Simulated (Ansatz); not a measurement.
Phonons of AlN (zinc blende) at Γ, L = (0.5, 0.0, 0.0), X = (0.5, 0.5, 0.0).

AlN (zinc blende)

```
CELL_PARAMETERS angstrom
      0.00000     2.18477     2.18477
      2.18477     0.00000     2.18477
      2.18477     2.18477     0.00000
ATOMIC_POSITIONS crystal
  N  0.75000 0.75000 0.75000
  Al 0.00000 0.00000 0.00000
```

Method: r2SCAN (plane waves to 500 eV, PAW, scalar-relativistic; Ansatz, a quantum-chemistry and plane-wave program). DFPT wavenumbers on a 10×10×10 k mesh, in cm⁻¹; i marks imaginary ones, q is in fractions of the reciprocal vectors of the cell shown, and the three acoustic modes at Γ are left out. The non-analytic (LO-TO) term is not included, so polar modes at Γ have their transverse values. AlN was relaxed with its symmetry unable to fall. The PAW data are Ansatz's earlier set.

```csv
q,wavenumbers (cm⁻¹)
Γ,664 (×3)
"L = (0.5, 0.0, 0.0)","237 (×2), 590, 653 (×2), 743"
"X = (0.5, 0.5, 0.0)","350 (×2), 597, 667 (×2), 728"
```

The structure shows no imaginary mode at these points (lowest 237 cm⁻¹ at L = (0.5, 0.0, 0.0)); other wave vectors were not tested.

Highest mode: 743 cm⁻¹ at L = (0.5, 0.0, 0.0).
